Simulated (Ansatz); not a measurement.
SiSn:
Space group Pm-3m (No. 221); a = b = c = 3.4439 Å, α = β = γ = 90.00°

| atom | site | symmetry | x | y | z |
|---|---|---|---|---|---|
| Sn | 1a | m-3m | 0.0000 | 0.0000 | 0.0000 |
| Si | 1b | m-3m | 0.5000 | 0.5000 | 0.5000 |

Relaxed with PBEsol.

### Question
Decompose the optical modes at the zone centre into irreducible representations, and say which are infrared and Raman allowed.

### Answer
Point group m-3m: Γ_opt = T1u. Infrared: T1u. Raman: none.

### Question
Assign frequencies (DFPT, DFT-PBEsol in the program Ansatz with PAW potentials).

### Answer
T1u 152 cm⁻¹.

The cell is a constructed one: a structure type filled with these elements; neither database checked (COD, Materials Project) lists it. Its standing as an ambient phase is unchecked. The cell was relaxed with PBEsol under the symmetry of its start. At this level the phase is mechanically unstable. As this level gives no gap, phonon frequencies hold no LO–TO term and depend on the k-mesh and smearing (Fermi–Dirac, 0.1 eV here). Scalar-relativistic: spin–orbit coupling is off unless named, which matters more the heavier the elements.

Potentials: the earlier of the program's two PAW sets. The files were generated under PBE; for other functionals the program regenerates the frozen cores, and for LDA and PBEsol the local potential too.
